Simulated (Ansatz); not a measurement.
Relaxed HgTe (zinc blende):

```yaml
crystal:
  lattice:
    - [0.00000, 3.32533, 3.32533]
    - [3.32533, 0.00000, 3.32533]
    - [3.32533, 3.32533, 0.00000]
  atoms:
    - { symbol: Te, position: [0.75000, 0.75000, 0.75000] }
    - { symbol: Hg, position: [0.00000, 0.00000, 0.00000] }
```

In this cell atom 1 (Te, nearest neighbour Hg at 2.880 Å; its periodic images, 4.7 Å or more away, move with it) is moved by s along Cartesian [110], unit vector (0.707, 0.707, 0.000); all other atoms and the cell stay fixed.

All values below come from PBE (plane waves to 420 eV, PAW, scalar-relativistic; Ansatz, an electronic-structure program). k mesh 10×10×10 (Γ-centred), Fermi-Dirac smearing 0.05 eV. Energies are smeared free energies. With partly filled bands, energies and forces of such displacements shift with the k mesh and the smearing. At this level the bands of HgTe touch or barely overlap. HgTe was relaxed with its symmetry unable to fall. Spin-orbit coupling is left out, though Hg and Te are heavy. The relaxed volume of HgTe is well above the measured one; the method has no dispersion term. The zero of ΔE is the undisplaced structure. The last digit holds for this mesh only.

```csv
s (Å),ΔE (meV/cell)
-0.860,1829.0
-0.688,990.8
-0.516,473.9
-0.344,182.5
-0.172,41.1
0.000,0.0
0.172,41.1
0.344,182.5
0.516,473.9
0.688,990.8
0.860,1829.0
```

**Question.** What force constant k = d²E/ds² at s = 0 does the table give?

**Answer.** 2.7 eV/Å². It is the second difference of the nearest points, corrected with the next pair.

**Question.** With k = 2.69 eV/Å² from the forces, is the well harmonic out to s = 0.860 Å?

**Answer.** ½ks² = 993 meV/cell against the computed 1829 meV/cell, so the well is stiffer than harmonic there.

(A displaced cell: forces are minus the slopes of the energy, force constants its curvatures, and phonons follow from these.)
